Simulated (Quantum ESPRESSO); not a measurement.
**Band energies of Ca2Si**

```
Ca2Si
1.0
    0.00000     3.54418     3.54418
    3.54418     0.00000     3.54418
    3.54418     3.54418     0.00000
Si Ca
1 2
Direct
  0.00000   0.00000   0.00000
  0.75000   0.75000   0.75000
  0.25000   0.25000   0.25000
```

PBEsol (Quantum ESPRESSO, PseudoDojo norm-conserving, 68 Ry, without SOC); path ΓXWKΓLUWLK,UX; energies in eV from the valence-band maximum.

```csv
k (1/Å),point,band 8,band 9,band 10,band 11,band 12,band 13,band 14,band 15
0.00,Γ,-21.35,-6.60,-0.42,-0.42,-0.42,1.81,1.85,1.85
0.44,,-21.34,-6.16,-1.48,-0.21,-0.21,1.47,2.20,2.90
0.89,X,-21.31,-5.65,-1.98,0.00,0.00,0.47,1.69,2.65
1.33,W,-21.32,-5.65,-1.22,-1.22,-0.34,1.10,2.63,2.63
1.64,K,-21.32,-5.67,-1.59,-0.93,-0.01,0.93,2.37,2.82
1.96,,-21.33,-5.90,-1.55,-0.73,-0.10,1.72,2.43,3.03
2.37,,-21.35,-6.49,-0.82,-0.38,-0.37,1.89,1.90,2.45
2.58,Γ,-21.35,-6.60,-0.42,-0.42,-0.42,1.81,1.85,1.85
2.80,,-21.36,-6.48,-0.85,-0.36,-0.36,1.91,1.91,2.48
3.35,L,-21.43,-5.87,-1.96,-0.08,-0.08,2.43,2.43,2.72
3.79,,-21.33,-5.70,-1.53,-1.01,-0.02,1.12,2.56,2.84
3.89,U,-21.32,-5.67,-1.59,-0.93,-0.01,0.93,2.37,2.82
4.21,W,-21.32,-5.65,-1.22,-1.22,-0.34,1.10,2.63,2.63
4.65,,-21.38,-5.83,-1.86,-0.36,-0.07,1.93,2.51,2.96
4.83,L,-21.43,-5.87,-1.96,-0.08,-0.08,2.43,2.43,2.72
4.99,,-21.39,-5.84,-1.89,-0.30,-0.07,2.02,2.50,2.89
5.30,,-21.32,-5.69,-1.52,-1.02,-0.02,1.05,2.50,2.85
5.38,K,-21.32,-5.67,-1.59,-0.93,-0.01,0.93,2.37,2.82
5.38,U,-21.32,-5.67,-1.59,-0.93,-0.01,0.93,2.37,2.82
5.69,X,-21.31,-5.65,-1.98,0.00,0.00,0.47,1.69,2.65
```

The PBEsol gap is direct, 0.47 eV at X. Another valence extremum on the path lies within 0.02 eV, too close to call.

Geometry relaxed with PBEsol.

The structure is a Materials Project entry; no match was found in the copy of COD used, and its stability was not checked.
